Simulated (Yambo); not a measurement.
G0W0@LDA for CaCd₂P₂ (space group P-3m1, No. 164) in Yambo. Reference settings: 3×3×2 Γ-centred k mesh, bands 10 to 217 and a 8 Ry block in the screening, 217 bands in G with the Bruneval-Gonze terminator, plasmon pole fitted at 27.2 eV. The LDA gap Γ → Γ on this mesh is 0.66 eV; G0W0 gaps are taken between the same points.

Gap (Γ → Γ) in eV against the number of bands and the screening block, terminator on:

```json
[
 {"bands (W and G)": "58", "2 Ry": "1.397", "3 Ry": "1.452", "5 Ry": "1.513", "6 Ry": "1.519", "8 Ry": "1.522"},
 {"bands (W and G)": "86", "2 Ry": "1.303", "3 Ry": "1.371", "5 Ry": "1.456", "6 Ry": "1.464", "8 Ry": "1.469"},
 {"bands (W and G)": "123", "2 Ry": "1.258", "3 Ry": "1.326", "5 Ry": "1.423", "6 Ry": "1.433", "8 Ry": "1.439"},
 {"bands (W and G)": "170", "2 Ry": "1.239", "3 Ry": "1.304", "5 Ry": "1.407", "6 Ry": "1.421", "8 Ry": "1.430"},
 {"bands (W and G)": "217", "2 Ry": "1.233", "3 Ry": "1.297", "5 Ry": "1.401", "6 Ry": "1.417", "8 Ry": "1.429"}
]
```

Rough cost of the Yambo step against the reference (shared machines):

```csv
bands (W and G),2 Ry,3 Ry,5 Ry,6 Ry,8 Ry
58,1/6,1/6,1/5,1/5,1/4
86,1/4,1/4,1/3,1/3,1/3
123,1/3,1/3,1/2,~1,~1
170,~1,~1,~1,~1,~1
217,~1,~1,~1,~1,1
```

At the largest block the last step in bands moves the gap by -0.001 eV; at the most bands the last step in the block moves it by 0.012 eV.

Spin-orbit splittings are left out.

Geometry of the Materials Project entry, not relaxed at this level; primitive cell a = b = 4.292 Å, c = 7.055 Å, α = β = 90.00°, γ = 120.00°.
